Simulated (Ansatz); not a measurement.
The elements of this relaxed trial crystal are hidden behind letters.

```
lattice vectors (Å)
   0.0000    3.6145    3.6145
   3.6145    0.0000    3.6145
   3.6145    3.6145    0.0000
fractional positions
X 0.0000 0.0000 0.0000
Z 0.2500 0.2500 0.2500
Z 0.7500 0.7500 0.7500
```

The calculation used Ansatz, DFT PBE, scalar-relativistic, plane waves, PAW. Settings of the last relaxation (3-atom cell): 420 eV, 12×12×12 k points, Gaussian smearing of 0.10 eV, no spin polarisation.

```
Space group                                 : Fm-3m (No. 225)
Conventional cell                           : a = 7.229 Å
Volume per atom                             : 31.48 Å³
Density                                     : 6.30 g/cm³
Formation energy                            : +0.24 eV/atom
Gap on the 12×12×12 mesh of the 3-atom cell : 0 eV (a metal)
```

Energies are uncorrected and count from the elements' standard states at the same level.

Task: X is a p-block element of period 5 and Z is a p-block element of period 5. Which elements are they?

Result: X = In, Z = Sb, so the formula is InSb2, here in the fluorite type. Density times volume gives a mean mass of 6.30 × 31.48/1.6605 = 119.4 u per atom, and this set has 119.4 u. Around In lie 8 Sb at 3.13 Å; Sb has 4 In at 3.13 Å and 6 Sb at 3.61 Å. Other sets within the hints have nearly the same mass, so mass alone doesn't settle it; this one was computed.

These runs have no spin–orbit coupling, which can matter for Sb. A structure relaxed within its symmetry needn't be a true minimum. Another cell of InSb2 relaxed alike, in P4/mmm, lies 176 meV/atom lower, so this cell isn't the stable form at this level.
